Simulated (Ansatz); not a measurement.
Here is the system:

SnPb₄S₅:
```cif
data_Pb4S5Sn
_chemical_formula_sum 'Sn1 Pb4 S5'
_space_group_name_H-M_alt 'P 1'
_space_group_IT_number 1
_cell_length_a 15.15527
_cell_length_b 15.15527
_cell_length_c 15.15527
_cell_angle_alpha 164.056
_cell_angle_beta 164.056
_cell_angle_gamma 22.623
loop_
_space_group_symop_operation_xyz
  'x, y, z'
loop_
_atom_site_label
_atom_site_type_symbol
_atom_site_fract_x
_atom_site_fract_y
_atom_site_fract_z
_atom_site_occupancy
Sn1 Sn 0.00000 0.00000 0.00000 1
Pb1 Pb 0.40099 0.40099 0.00000 1
Pb2 Pb 0.59901 0.59901 0.00000 1
Pb3 Pb 0.80018 0.80018 0.00000 1
Pb4 Pb 0.19982 0.19982 0.00000 1
S1 S 0.50000 0.50000 0.00000 1
S2 S 0.70059 0.70059 0.00000 1
S3 S 0.29941 0.29941 0.00000 1
S4 S 0.09764 0.09764 0.00000 1
S5 S 0.90236 0.90236 0.00000 1
```

This is the r²SCAN-relaxed structure.

Question: All from DFT-r²SCAN in the program Ansatz with PAW potentials, unless another level is named. Estimate the gap with spin–orbit coupling.

Answer: 0.08 eV.

Question: Next, the band gap?

Answer: 0.28 eV (direct).

Question: Predict the HSE06 gap on the r²SCAN cell.

Answer: 0.46 eV.

Question: What about the electron effective mass?

Answer: 0.12, 0.17, 0.17 mₑ (principal values).

Question: What about the formation energy from the elements (no fitted shifts)?

Answer: -0.61 eV/atom.

Question: Give the valence-band maximum.

Answer: at N.

Space group I4/mmm. The first step of the workflow began from a Materials Project structure, measured or hypothetical; the Crystallography Open Database copy checked does not list it. Its standing as an ambient phase is unchecked. The cell was relaxed with r²SCAN under the symmetry of its start; whether a distortion lowers the energy is not shown. The references are the lowest solids computed at this level, not always the standard phases. Spin–orbit coupling is left out wherever it is not named.

Potentials: the later of the program's two PAW sets.
